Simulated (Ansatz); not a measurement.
Zr2C in space group R-3m (No. 166; Zr on 6c, C on 3a) under volume change, PBEsol in the plane-wave PAW code Ansatz, shape and atoms relaxed at each volume.

| V (Å³/atom) | E − E(relaxed) (meV/atom) | P (GPa) |
|---|---|---|
| 15.259 | 64.5 | 14.96 |
| 15.762 | 27.0 | 9.11 |
| 16.265 | 6.3 | 4.17 |
| 16.768 | 0.0 | -0.01 |
| 17.271 | 5.3 | -3.25 |
| 17.774 | 20.1 | -6.07 |
| 18.277 | 43.3 | -8.60 |

Problem. What does a third-order Birch–Murnaghan fit give for V₀, B₀ and B′?

Solution. V₀ = 16.78 Å³/atom, B₀ = 124 GPa, B′ = 5.0.

The start of the workflow was typed in or built on a structure type; neither database checked (COD, Materials Project) lists it. Whether it is the stable phase at ambient conditions was not checked. Symmetry was held in the PBEsol relaxation; whether a distortion lowers the energy is not shown. The run is not spin-polarised. The volume moved by -19 % from the start of the relaxation.

Potentials: the earlier of the program's two PAW sets. The files were generated under PBE; for other functionals the program regenerates the frozen cores, and for LDA and PBEsol the local potential too.
